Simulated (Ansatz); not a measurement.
TaAl:
```
TaAl
1.0
    3.20786     0.00000     0.00000
    0.00000     3.20786     0.00000
    0.00000     0.00000     3.20786
Ta Al
1 1
Direct
  0.00000   0.00000   0.00000
  0.50000   0.50000   0.50000
```

Relaxed with r²SCAN. Special points in fractions of this cell's reciprocal vectors: Γ (0.000, 0.000, 0.000); X (0.000, 0.500, 0.000); M (0.500, 0.500, 0.000); R (0.500, 0.500, 0.500).

Problem. List the band energies nearest the Fermi level at these points for r²SCAN (plane waves, PAW; program Ansatz).

Solution. In eV from the Fermi level; about four levels below and three above (degenerate sets whole), none deeper than 8.9 eV; points with the same levels are listed once.

```csv
k,below,above
Γ,-2.88 -2.88,2.78 2.78 2.78
X,-6.37 -1.69 -0.33 -0.33,3.27 4.80 5.84
M,-6.37 -3.04 -2.33 -2.33,0.60 0.60 4.78
R,-4.52 -4.52 -4.52,0.33 3.20 3.20 3.20
```

Space group Pm-3m (CsCl type). The start of the workflow was typed in or built on a structure type; neither database checked (COD, Materials Project) lists it. Its standing as an ambient phase is unchecked. Symmetry was held in the r²SCAN relaxation. At this level the phase is mechanically unstable. No spin polarisation was allowed. Spin–orbit coupling is left out wherever it is not named.

Potentials: the later of the program's two PAW sets.
